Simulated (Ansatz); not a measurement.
Hcp Ru (10-10), 6 layers, DFT, LDA, PAW with Ansatz's default frozen-core files, scalar-relativistic (Ansatz 0.2.0), on 2 threads of Intel(R) Xeon(R) Platinum 8488C (Sapphire Rapids) (shared host).

Command: `ansatz run input.yaml --threads 2 --pin off --max-ram 4096MiB --backend cpu --events-out ev --progress --plain --runs-dir out`

```yaml
crystal:
  lattice:
    - [2.6752164044, 0.0, 0.0]
    - [0.0, 4.2244496844, 0.0]
    - [0.0, 0.0, 21.4059]
  atoms:
    - { symbol: Rh, position: [0.75, 0.75, 0.37982288] }
    - { symbol: Ru, position: [0.25, 0.25, 0.409400966] }
    - { symbol: Ru, position: [0.25, 0.75, 0.483048312] }
    - { symbol: Ru, position: [0.75, 0.25, 0.5169516878] }
    - { symbol: Ru, position: [0.75, 0.75, 0.5905990341] }
    - { symbol: Ru, position: [0.25, 0.25, 0.6201771202] }
kpoints:
  mp_grid: { grid: [14, 9, 1] }
scf:
  occupations: { method: fermi_dirac, width: 0.1 }
hamiltonian:
  xc: lda
  pseudopotentials: { kind: paw }
output:
  forces: true
  stress: true
  eigenvalues: true
efield:
  axis: 3
  amplitude: 0
  dipole_correction: true
```

(1) How large is the problem that the program sets up?

(2) About how long does it take, and how much memory?

Results:

(1) 40 irreducible k-points, 4769 plane waves at Γ, 59 bands.

(2) 17 s of wall time for 9 SCF iterations, with a peak of 0.73 GiB. Times on shared machines scatter by tens of per cent.
